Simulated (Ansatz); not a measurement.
Relaxed BAs (zinc blende):

```yaml
crystal:
  lattice:
    - [0.00000, 4.80934, 4.80934]
    - [2.40467, 2.40467, 4.80934]
    - [2.40467, 2.40467, 0.00000]
  atoms:
    - { symbol: As, position: [0.00000, 0.75000, 0.75000] }
    - { symbol: As, position: [0.50000, 0.75000, 0.75000] }
    - { symbol: B, position: [0.00000, 0.00000, 0.00000] }
    - { symbol: B, position: [0.50000, 0.00000, 0.00000] }
```

The atoms are displaced by Q × the pattern below (from a DFPT mode at X = (0.5, 0.5, 0.0), largest move 1; Q in Å), at fixed cell. (q is in reciprocal vectors of the primitive cell; the cell shown is doubled to hold the pattern.)

```
atom      x      y       z
----  -----  -----  ------
B3    0.000  0.000   1.000
B4    0.000  0.000  -1.000
```

Atoms not listed stay in place.

All values below come from PBE (plane waves to 420 eV, PAW, scalar-relativistic; Ansatz, an electronic-structure program). k mesh 12×12×12 (Γ-centred), Fermi-Dirac smearing 0.05 eV. The energy includes the smearing's −TS. BAs was relaxed with its symmetry unable to fall. ΔE is measured from the undisplaced structure.

```
Q (Å)   ΔE (meV/cell)
------  -------------
-0.180            646
-0.150            450
-0.120            289
-0.090       withheld
-0.060             73
-0.030             18
0.000               0
0.030              18
0.060              73
0.090        withheld
0.120             289
0.150             450
0.180             646
```

### Question
Fit an even polynomial form (powers 2, 4) to the given rows and predict ΔE at Q = 0.090.

### Answer
Least squares on the 11 given rows: ΔE = (20180)·Q² + (-7424)·Q⁴, in meV/cell with Q in Å; root-mean-square residual 0.2 meV/cell. At 0.090 the fit gives 163 meV/cell; the calculation gives 163 meV/cell, the same to the digits shown. The quadratic term alone would give 163 meV/cell.

(For displaced atoms, the force is minus the slope of the energy, and its curvature is a force constant, which sets phonon frequencies.)
